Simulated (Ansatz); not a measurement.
Ansatz run, LuTl2S4Br

input.yaml (Ansatz 0.2.0)

```yaml
crystal:
  lattice:
    - [4.249668, 0.0, 0.0]
    - [0.0, 4.249668, 0.0]
    - [0.0, 0.0, 10.090859]
  atoms:
    - { symbol: Lu, position: [0.0, 0.0, 0.0] }
    - { symbol: Tl, position: [0.5, 0.5, 0.7293] }
    - { symbol: Tl, position: [0.5, 0.5, 0.2707] }
    - { symbol: S, position: [0.5, 0.0, 0.854] }
    - { symbol: S, position: [0.0, 0.5, 0.854] }
    - { symbol: S, position: [0.5, 0.0, 0.146] }
    - { symbol: S, position: [0.0, 0.5, 0.146] }
    - { symbol: Br, position: [0.0, 0.0, 0.5] }
  symmetry: { tolerance: 0.0003 }
kpoints:
  mp_grid: { grid: [8, 8, 4], shift: [0, 0, 0] }
  band_path:
    path:
      - [0.0, 0.0, 0.0]
      - [0.0, 0.5, 0.0]
      - [0.5, 0.5, 0.0]
      - [0.0, 0.0, 0.0]
      - [0.0, 0.0, 0.5]
      - [0.0, 0.5, 0.5]
      - [0.5, 0.5, 0.5]
      - [0.0, 0.0, 0.5]
      - [0.0, 0.5, 0.0]
      - [0.0, 0.5, 0.5]
      - [0.5, 0.5, 0.0]
    npoints: 6
magnetization:
  spin_polarized: false
scf:
  occupations: { method: fermi_dirac, width: 0.0506 }
  lower_state_search: "off"
  max_iter: 200
hamiltonian:
  pseudopotentials: { kind: paw }
  xc: pbe
basis:
  ecutwfc: 420
  fft_grid_basis: typed
output:
  forces: true
  stress: true
  eigenvalues: true
  bader: true
  populations: true
  elf: true
  write_potential: true
  volumetric_format: npy
  dos:
    e_range: [-12, 8]
    de: 0.05
    projected: { site_lists: { Br: [Br], Lu: [Lu], S: [S], Tl: [Tl] } }
checkpoint:
  read: saved_state
```

The run starts from an earlier solution of this cell. 

Excerpt of what it printed:

```
Lu: projections on atomic orbitals take those of the free atom [Kr 4d10] 4f14 5s2 5p6 5d1 6s2, of charge +0.00 (hamiltonian.pseudopotentials.projection_atoms); the dataset's partial waves leave at most 5.1e-5 of an orbital's norm unspanned inside its sphere
Pseudopotentials: kind: paw
Pseudopotential: Lu, paw, valence charge 25, recommended cutoff 420 eV (normal), Lu.paw.azcp
Pseudopotential: Tl, paw, valence charge 13, recommended cutoff 420 eV (normal), Tl.paw.azcp
Pseudopotential: S, paw, valence charge 6, recommended cutoff 420 eV (normal), S.paw.azcp
Pseudopotential: Br, paw, valence charge 7, recommended cutoff 420 eV (normal), Br.paw.azcp
Functional definition: PBE
  exchange = pbe_x(kappa = kappa, mu = beta*pi^2/3)
  correlation = pbe_c(beta = beta)
Crystal: 8 atoms, lattice volume = 182.238 Å³
Basis set: ecut = 420 eV, 3529 PW (Γ), exchange–correlation on 60×60×144 points (8 copies of the dense FFT grid, shifted against one another)
Bands: 50, of which v1, the nominal top of the filled ones, is band 41 counted from 1 (40 counted from 0)
Symmetry: 16 space group operations
Space group: P4/mmm (ITA 123), of the structure as read, at distance tolerance 1.7e-3 Å
k-points: 45 of 256
Initial density: read from a saved state, or passed on in memory by an earlier SCF of this step, an earlier step, the calling program or the single point that the run made first
Functional: x = pbe(κ = 0.804, μ = 0.2195), c = pbe(β = 0.0667)
SCF iter   1: F=—  Δρ=2.39e-3  dr2=4.60e-2
SCF iter   2: F=—  Δρ=8.00e-4  dr2=3.94e-3
SCF iter   3: F=—  Δρ=1.50e-3  dr2=3.63e-3
SCF iter   4: F=—  Δρ=4.09e-4  dr2=3.53e-4  defer=27
SCF iter   5: F=—  Δρ=7.98e-5  dr2=2.26e-5  defer=27
SCF iter   6: F=—  Δρ=1.80e-5  dr2=8.08e-7  defer=27
SCF iter   7: F=-44012.8100 eV  Δρ=4.51e-6  dr2=8.92e-8
Free energy (F): -44012.8100 eV
Harris-Foulkes:  -44012.8100 eV  (|F-HF|=6.50e-8)
Internal energy: -44012.7727 eV  (E = F + TS)
E sigma→0 (E₀):  -44012.7914 eV
Entropy (-TS):   -0.0372 eV (-4.654 meV/atom)
Fermi energy:    8.2200 eV
--- Per-component energies (eV) ---
  E_band       = -85.5210
  E_kinetic    = 1681.7769
  E_local      = -13857.0590  (includes V_loc(G=0)·N_el)
  E_nonlocal   = 1396.6121
  E_hartree    = 5968.7391
  E_xc         = -1340.4203
  E_vxc        = -1007.0377  (∫ρ·V_xc dr)
  E_paw        = -32358.7318  (= ΣΔE_a)
  E_vpaw       = -237.3045  (= ΣTr[D̂ρ^β])
  E_aug_tail   = 0.0001  (compensation charges beyond the density's cutoff)
  E_ewald      = -5503.6899
  E_smearing   = -0.0372  (= −TS)
--- Forces (eV/Å), atoms counted from 1 ---
  atom   1  Lu     0.0000     0.0000     0.0000
  atom   2  Tl     0.0000     0.0000    -3.7858
  atom   3  Tl     0.0000     0.0000     3.7858
  atom   4  S      0.0000     0.0000     0.5015
  atom   5  S      0.0000     0.0000     0.5015
  atom   6  S      0.0000     0.0000    -0.5015
  atom   7  S      0.0000     0.0000    -0.5015
  atom   8  Br     0.0000     0.0000     0.0000
--- Stress (GPa, compression-positive) ---
       22.6569       0.0000       0.0000
        0.0000      22.6569       0.0000
        0.0000       0.0000      12.7472
  P = ⅓ Tr σ = 19.3537 GPa (193.537 kbar)
--- Bader charges: 8 sites ---
  site symbol  charge [e]  shift [e]
     0     Lu      1.7833     0.0001
     1     Tl      0.8315     0.0042
     2     Tl      0.8315     0.0042
     3      S     -0.7107     0.0021
     4      S     -0.7108     0.0021
     5      S     -0.7108     0.0021
     6      S     -0.7108     0.0021
     7     Br     -0.6033     0.0000
```

Origin: a known structure type with other elements, at an estimated volume, so it need not be a known compound. Caveats: many states at the Fermi level without spin polarisation, so a magnetic state may lie lower; atoms or cell far from equilibrium.
